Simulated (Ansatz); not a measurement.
## Find the missing element

Cell vectors (Å):

```
3.2261 0.0000 0.0000
0.0000 3.2261 0.0000
0.0000 0.0000 3.2261
```

| atom | a | b | c |
| --- | --- | --- | --- |
| Zr | 0.5000 | 0.5000 | 0.5000 |
| X | 0.0000 | 0.0000 | 0.0000 |

The calculation used LDA, PAW on Ansatz 0.2.0's default frozen-core files (fitted under PBE), scalar-relativistic. k mesh 14×14×14, strains of ±0.005, Fermi-Dirac smearing of 0.100 eV.

Elastic constants of a crystal by Kohn-Sham DFT: slopes of the stress over finite engineering strains of the given cell, Voigt indices, Cartesian axes as in the cell vectors.

```tsv
index	elastic (GPa)
11	409.4
12	149.7
44	96.1
```

Task: All X atoms are one element. Which one was computed?

Result: Os; the crystal is ZrOs (Pm-3m).

Known limits: frozen-core PAW files fitted under PBE, their cores solved anew for the functional of the run; responses of metals move with mesh and smearing; no spin-orbit coupling on heavy atoms.
